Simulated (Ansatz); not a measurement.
Ansatz (an electronic-structure program) input:

Ansatz 0.2 input:
```yaml
crystal:
  lattice:
    - [-3.2009216197, 3.2009216197, 3.2009216197]
    - [3.2009216197, -3.2009216197, 3.2009216197]
    - [3.2009216197, 3.2009216197, -3.2009216197]
  atoms:
    - { symbol: Mo, position: [0.0, 0.0, 0.0] }
    - { symbol: F, position: [0.7143289533, 0.7143289533, 0.0] }
    - { symbol: F, position: [0.2856710467, 0.2856710467, 0.0] }
    - { symbol: F, position: [0.0, 0.7143289533, 0.7143289533] }
    - { symbol: F, position: [0.0, 0.2856710467, 0.2856710467] }
    - { symbol: F, position: [0.7143289533, 0.0, 0.7143289533] }
    - { symbol: F, position: [0.2856710467, 0.0, 0.2856710467] }
kpoints:
  mp_grid: { grid: [6, 6, 6] }
hamiltonian:
  xc: r2scan
  dispersion: d4
  pseudopotentials: { kind: paw }
scf:
  occupations: { method: fixed }
checkpoint: { read: static.run }
output: { write_density: true, elf: true, volumetric_format: npy }
basis: { fft_grid_basis: typed }
```

Output (shortened):

```
Pseudopotential: Mo, paw, valence charge 14
Pseudopotential: F, paw, valence charge 7
Functional definition: r2SCAN
Crystal: 7 atoms, lattice volume = 131.185 Å³
Basis set: ecut = 500 eV, 3367 PW (Γ), exchange–correlation on 180×180×180 points (64 copies of the dense FFT grid, shifted against one another)
Bands: 35, of which v1, the nominal top of the filled ones, is band 28 counted from 1 (27 counted from 0)
Symmetry: 48 space group operations
Space group: Im-3m (ITA 229), of the structure as read, at distance tolerance 5.1e-5 Å
k-points: 16 of 216
Stability of the state it starts from, as read at its close in the unpolarized treatment …
iter 1 solved again at ethr=4.13e-7 eV; its pass at ethr=3.10e-3 eV (dr2=2.31e-4 eV) is discarded
SCF iter   1: F=—  HF=-9827.564932 eV  |F-HF|=—  |Δ(HF+E_count)|=         —  Δρ=7.36e-7  dr2=3.58e-10  dr2_τ=2.13e-10  ethr=4.13e-7  ⟨swp⟩=3.0  Hψ=3506  notcnv=0  defer=76
preconditioner: auto → Resta (q_TF=auto, 2.367 Å⁻¹)
SCF iter   2: F=—  HF=-9827.565061 eV  |F-HF|=—  |Δ(HF+E_count)|=   1.29e-4  Δρ=5.70e-7  dr2=4.32e-10  dr2_τ=3.11e-10  ethr=1.00e-12  ⟨swp⟩=10.8  Hψ=2761  notcnv=0
SCF iter   3: F=-9827.565061 eV  HF=-9827.565061 eV  |F-HF|=3.09e-11  |Δ(HF+E_count)|=  7.64e-11  Δρ=2.76e-7  dr2=5.51e-11  dr2_τ=4.76e-11  ethr=1.00e-12  ⟨swp⟩=1.0  Hψ=1159  notcnv=0
SCF 1 converged in 3 iterations: F = -9827.565061 eV  dr2 = 5.51e-11
SCF converged after 3 iterations
Free energy (F): -9827.565061 eV
Harris-Foulkes:  -9827.565061 eV  (|F-HF|=3.09e-11)
Internal energy: -9827.565061 eV  (E = F + TS)
E sigma→0 (E₀):  -9827.565061 eV
Fermi energy:    -3.520372 eV
--- Per-component energies (eV) ---
  E_band       = -846.466552
  E_kinetic    = 1673.717031
  E_local      = -7100.388466  (includes V_loc(G=0)·N_el)
  E_nonlocal   = 570.313394
  E_hartree    = 2719.991994
  E_xc         = -648.101007
  E_vxc        = -946.838205  (∫ρ·V_xc dr)
  E_paw        = -4429.529017  (= ΣΔE_a)
  E_vpaw       = -552.865386  (= ΣTr[D̂ρ^β])
  E_aug_tail   = 0.005843  (compensation charges beyond the density's cutoff)
  E_vtau       = 69.605611  (kinetic-family band-sum trace: ∫τ·v_τ [+ j·A + Jᵃ·Aᵃ] dr)
  E_ewald      = -2612.969479
  E_disp       = -0.195801  (pairwise vdW)
  E_core_change = -0.409553  (= ΣΔE_core)
  E_smearing   =  0.000000  (= −TS)
  E_closure    = 0.000000  (closes the sum)
  Σ components = -9827.565061   (vs F -9827.565061, Δ=0.00e0)
  [band-id]    e_kinetic+e_local+e_nonlocal+2·e_hartree+e_vxc+e_vpaw+e_augmentation_tail+e_vtau = -846.466189   (vs E_band -846.466552, Δ=3.63e-4)
--- Band table (eV; the first three rows and the last of 16) ---
  k-point 0: bands = ["-66.1971", "-39.6293", "-39.6293", "-39.6293", "-25.0073", "-24.9761", "-24.9761", "-23.9730", "-23.9730", "-23.9730", "-7.6927", "-7.6927", "-6.6530", "-6.6530", "-6.6530", "-6.1852", "-4.6609", "-4.6609", "-4.6609", "-4.3886", …
  k-point 1: bands = ["-66.1971", "-39.6294", "-39.6293", "-39.6293", "-24.9948", "-24.9699", "-24.9618", "-23.9950", "-23.9908", "-23.9732", "-7.6678", "-7.6013", "-6.6748", "-6.6610", "-6.6300", "-6.1040", "-4.7161", "-4.7050", "-4.6658", "-4.3610", …
  k-point 2: bands = ["-66.1971", "-39.6295", "-39.6294", "-39.6294", "-24.9864", "-24.9385", "-24.9316", "-24.0417", "-24.0282", "-23.9737", "-7.6215", "-7.3943", "-6.7165", "-6.6730", "-6.5825", "-5.8834", "-4.8539", "-4.8521", "-4.6764", "-4.3702", …
  k-point 15: bands = ["-66.1971", "-39.6294", "-39.6294", "-39.6294", "-24.9908", "-24.9908", "-24.9715", "-23.9747", "-23.9747", "-23.9747", "-7.7372", "-7.7372", "-6.5790", "-6.5790", "-6.5790", "-6.0821", "-4.8825", "-4.8825", "-4.8825", "-4.1601", …
```

Cost: roughly 8 core-seconds on shared cores.

The workflow started from a Materials Project entry (that database holds measured and hypothetical structures alike); the Crystallography Open Database copy checked does not list it. COD files the formula under space group No. 62. Whether it is the stable phase at ambient conditions was not checked. Symmetry was held in the r²SCAN+D4 relaxation; whether a distortion lowers the energy is not shown. The run is not spin-polarised. No Hubbard U is applied. Scalar-relativistic: spin–orbit coupling is off unless named, which matters more the heavier the elements.

Potentials: the later of the program's two PAW sets.

Ansatz is a plane-wave DFT program.
